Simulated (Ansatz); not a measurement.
This cell of SiO2 (rutile) is off equilibrium:

```yaml
crystal:
  lattice:
    - [4.23588, 0.00000, 0.00000]
    - [0.00000, 4.23588, 0.00000]
    - [0.00000, 0.00000, 5.37981]
  atoms:
    - { symbol: Si, position: [0.49809, 0.50191, 0.25000] }
    - { symbol: Si, position: [0.50191, 0.49809, 0.75000] }
    - { symbol: Si, position: [0.00835, 0.00835, 0.00000] }
    - { symbol: Si, position: [0.99165, 0.99165, 0.50000] }
    - { symbol: O, position: [0.80684, 0.80713, 0.24806] }
    - { symbol: O, position: [0.80713, 0.80684, 0.75194] }
    - { symbol: O, position: [0.30761, 0.69364, 0.99956] }
    - { symbol: O, position: [0.30636, 0.69239, 0.50044] }
    - { symbol: O, position: [0.69364, 0.30761, 0.00044] }
    - { symbol: O, position: [0.69239, 0.30636, 0.49956] }
    - { symbol: O, position: [0.19287, 0.19316, 0.25194] }
    - { symbol: O, position: [0.19316, 0.19287, 0.74806] }
```

All values below come from PBE (plane waves to 420 eV, PAW, scalar-relativistic; Ansatz, an electronic-structure program). k mesh 8×8×6 (Γ-centred), Fermi-Dirac smearing 0.05 eV. Compression counts positive. SiO2 was relaxed with its symmetry unable to fall. The PAW data are Ansatz's earlier set.

Task: What forces act on the atoms (eV/Å, Cartesian)?

Result: 
```tsv
atom	Fx	Fy	Fz
Si1	0.123	-0.123	0.000
Si2	-0.123	0.123	0.000
Si3	-0.540	-0.540	0.000
Si4	0.540	0.540	0.000
O5	-0.016	-0.026	0.090
O6	-0.026	-0.016	-0.090
O7	-0.028	-0.018	0.021
O8	0.018	0.028	-0.021
O9	-0.018	-0.028	-0.021
O10	0.028	0.018	0.021
O11	0.026	0.016	-0.090
O12	0.016	0.026	0.090
```

(For displaced atoms, the force is minus the slope of the energy, and its curvature is a force constant, which sets phonon frequencies.)
